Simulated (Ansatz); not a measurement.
Hf (bcc (W type), Im-3m) under volume change, r²SCAN in the plane-wave PAW code Ansatz, scaled uniformly.

| V (Å³/atom) | E − E(relaxed) (meV/atom) | P (GPa) |
|---|---|---|
| 20.145 | (withheld) | (withheld) |
| 20.809 | 27.1 | 6.86 |
| 21.473 | 6.4 | 3.19 |
| 22.137 | 0.0 | 0.00 |
| 22.801 | 5.9 | -2.79 |
| 23.465 | 22.7 | -5.27 |
| 24.129 | (withheld) | (withheld) |

### Question
What belongs in the gaps?

### Answer

- 20.145, E − E(relaxed) (meV/atom): 64.1
- 20.145, P (GPa): 11.08
- 24.129, E − E(relaxed) (meV/atom): 49.3
- 24.129, P (GPa): -7.52

### Question
What does a third-order Birch–Murnaghan fit give for V₀, B₀ and B′?

### Answer
V₀ = 22.14 Å³/atom, B₀ = 100 GPa, B′ = 3.3.

This is a known high-temperature phase of the composition, computed here at zero pressure and temperature. Symmetry was held in the r²SCAN relaxation. At this level the phase is mechanically unstable. The run is not spin-polarised. Spin–orbit coupling is left out wherever it is not named.

Potentials: the earlier of the program's two PAW sets. The files were generated under PBE; for other functionals the program regenerates the frozen cores, and for LDA and PBEsol the local potential too.
